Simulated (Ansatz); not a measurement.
SiC (zinc blende, F-43m), a = 4.3568 Å, b = 4.3568 Å, c = 4.3568 Å, α = 90.00°, β = 90.00°, γ = 90.00°; the cell used has 2 atoms.

Relaxed with PBEsol. DFT-PBEsol in the program Ansatz with PAW potentials gives a gap of 1.24 eV.

Q: What gap does HSE06 give on the same cell (Ansatz, PAW)?

A: 2.23 eV, 0.98 eV more. The hybrid was solved on a coarser mesh and at special points; its gap is the smallest among all of these.

```csv
k,v1 PBEsol,c1 PBEsol,v1 HSE06,c1 HSE06
Γ,0.00,6.18,?,?
X,-3.21,1.24,-3.49,2.23
L,-1.06,5.37,?,?
W,-4.75,5.12,?,?
K,-2.61,3.00,?,?
```

Q: Top valence (v1) and lowest conduction level (c1) in eV from each method's valence maximum (which need not be a listed point): supply the withheld HSE06 values.

A: 
- K, v1 HSE06: -2.84
- K, c1 HSE06: 4.09
- Γ, v1 HSE06: 0.00
- Γ, c1 HSE06: 7.52
- L, v1 HSE06: -1.15
- L, c1 HSE06: 6.64
- W, v1 HSE06: -5.05
- W, c1 HSE06: 6.33

Cost on shared cores: the PBEsol run (SCF on a 11×11×11 mesh, then bands and DOS) around 8 core-seconds (rough), the HSE06 run (SCF on 8×8×8, then a few points) about 40 core-seconds (a rough figure); the tasks are unlike.

The cell was relaxed with PBEsol under the symmetry of its start.

Potentials: the later of the program's two PAW sets.
